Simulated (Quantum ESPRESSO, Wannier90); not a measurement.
## SnS2 (P6₃mc), plane waves to Wannier functions

```xyz
6
Lattice="3.6758 0.0000 0.0000 -1.8379 3.1834 0.0000 0.0000 0.0000 12.3390" Properties=species:S:1:pos:R:3 pbc="T T T"
Sn     1.8379    -1.0611    -4.6270
Sn    -1.8379     1.0611     1.5425
S     -1.8379     1.0611    -3.1662
S      1.8379    -1.0611     3.0033
S      0.0000     0.0000     0.0813
S      0.0000     0.0000    -6.0882
```

Structure: Materials Project mp-9984, symmetrised, not relaxed again. Not found in the COD (Crystallography Open Database) copy used, which has the formula in other groups; not checked further. Level: LDA, no spin polarisation, no spin-orbit coupling; pw.x of Quantum ESPRESSO at 58 Ry with PseudoDojo potentials, 6×6×4 k-points, Wannier90. Density: 12×12×4 mesh, cold smearing 0.01 Ry. The cell is built of weakly bound layers, chains or molecules, whose nearest atoms lie 3.88 Å apart. Database cells relaxed without dispersion often hold them too far apart, which can enlarge gaps and weakens couplings between them; spacing and stacking were not compared with the measured crystal. Spin-orbit coupling is left out although heavy elements are present.

Bands 11-26 form an isolated set from -13.58 to 0.00 eV relative to the valence-band maximum (on the path) and are turned into 16 Wannier functions by minimising the spread from the start: s and p on S.

Centres (Cartesian, Å; one of the equivalent choices) and spreads:

```json
[
 {"n": "1", "x": "-1.838", "y": "1.061", "z": "-2.773", "spread (Å²)": "1.483", "nearest atom": "S3"},
 {"n": "2", "x": "-1.242", "y": "1.405", "z": "-3.617", "spread (Å²)": "1.685", "nearest atom": "S3"},
 {"n": "3", "x": "-2.434", "y": "1.405", "z": "-3.617", "spread (Å²)": "1.685", "nearest atom": "S3"},
 {"n": "4", "x": "-1.838", "y": "0.373", "z": "-3.617", "spread (Å²)": "1.685", "nearest atom": "S3"},
 {"n": "5", "x": "1.838", "y": "-1.061", "z": "3.397", "spread (Å²)": "1.483", "nearest atom": "S4"},
 {"n": "6", "x": "1.242", "y": "-1.405", "z": "2.552", "spread (Å²)": "1.685", "nearest atom": "S4"},
 {"n": "7", "x": "2.434", "y": "-1.405", "z": "2.552", "spread (Å²)": "1.685", "nearest atom": "S4"},
 {"n": "8", "x": "1.838", "y": "-0.373", "z": "2.552", "spread (Å²)": "1.685", "nearest atom": "S4"},
 {"n": "9", "x": "0.000", "y": "0.000", "z": "-0.312", "spread (Å²)": "1.491", "nearest atom": "S5"},
 {"n": "10", "x": "-0.596", "y": "0.344", "z": "0.532", "spread (Å²)": "1.687", "nearest atom": "S5"},
 {"n": "11", "x": "0.596", "y": "0.344", "z": "0.532", "spread (Å²)": "1.687", "nearest atom": "S5"},
 {"n": "12", "x": "0.000", "y": "-0.688", "z": "0.532", "spread (Å²)": "1.687", "nearest atom": "S5"},
 {"n": "13", "x": "0.000", "y": "0.000", "z": "-6.481", "spread (Å²)": "1.491", "nearest atom": "S6"},
 {"n": "14", "x": "0.596", "y": "-0.344", "z": "-5.638", "spread (Å²)": "1.687", "nearest atom": "S6"},
 {"n": "15", "x": "-0.596", "y": "-0.344", "z": "-5.638", "spread (Å²)": "1.687", "nearest atom": "S6"},
 {"n": "16", "x": "0.000", "y": "0.688", "z": "-5.638", "spread (Å²)": "1.687", "nearest atom": "S6"}
]
```

Ω_I = 23.38 Å², Ω_total = 26.18 Å²; the interpolated bands follow pw.x to 8.0 meV rms on the path. It is the lowest total spread that any start reached here.
